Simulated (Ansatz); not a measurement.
**FeCo₃Ge₄ (R3) at 2 levels of theory**

One geometry, relaxed with PBE; plane waves with PAW potentials in Ansatz, scalar-relativistic. Collinear spin, ending at 1.2 μB a primitive cell. Gaps are the least over mesh and band path; pressure is positive in compression.

```
Fe Co Ge
1.0
     3.28730    1.89792    2.67941
    -3.28730    1.89792    2.67941
     0.00000   -3.79585    2.67941
Fe Co Ge
1 3 4
Cartesian
  0.0000 0.0000 6.9556
  -1.6296 0.0692 3.0335
  0.7548 -1.4459 3.0335
  0.8747 1.3766 3.0335
  1.6392 -0.2811 4.9365
  -0.5762 1.5601 4.9365
  -1.0630 -1.2790 4.9365
  0.0000 0.0000 1.2871
```

| level | cutoff (eV) | k mesh | gap (eV) | pressure (GPa) | largest moment (μB) |
| --- | --- | --- | --- | --- | --- |
| PBE | 420 | 12×12×12 | 0 | 0.0 | 0.86 |

What comes out on the same cell with PBEsol?

```
 level  cutoff (eV)    k mesh  gap (eV)  pressure (GPa)  largest moment (μB)
PBEsol          420  12×12×12         0            -7.6                 0.80
```

The structure comes from a generated guess; another structure or a mixture of phases may lie lower.
